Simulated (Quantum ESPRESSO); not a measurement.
NaCaIrH6 is taken in the cubic space group F-43m (No. 216), Pearson symbol cF36. Lattice parameters: a = b = c = 7.2261 Å, α = β = γ = 90.00°. H on 24f sees 1 Ir at 1.681 Å and 2 Na at 2.558 Å and 2 Ca at 2.558 Å (square pyramidal). Na on 4c is coordinated by 12 H at 2.558 Å and 4 Ir at 3.129 Å. Ca on 4d has 12 H at 2.558 Å and 4 Ir at 3.129 Å. Ir on 4a is surrounded by 6 H at 1.681 Å and 4 Na at 3.129 Å and 4 Ca at 3.129 Å. (Neighbours: up to the widest gap in distance over summed covalent radii, below 1.35, at either atom; cation-cation contacts left out.)
(The calculation used a cell of 9 atoms; values per cell refer to that cell.)

The geometry is that of Materials Project entry mp-1180133, symmetrised and not relaxed again.

Q: What does LDA (pw.x of Quantum ESPRESSO, ONCV potentials, scalar-relativistic) give for the electronic structure near the Fermi level?

A: The LDA gap is 3.18 eV and nearly direct: the edges lie at K and X, the smallest direct gap within 0.02 eV of it. Without spin-orbit coupling, band edges of such heavy elements can be off by tenths of an eV.

The structure is a Materials Project entry; no match was found in the copy of COD used, and its stability was not checked.
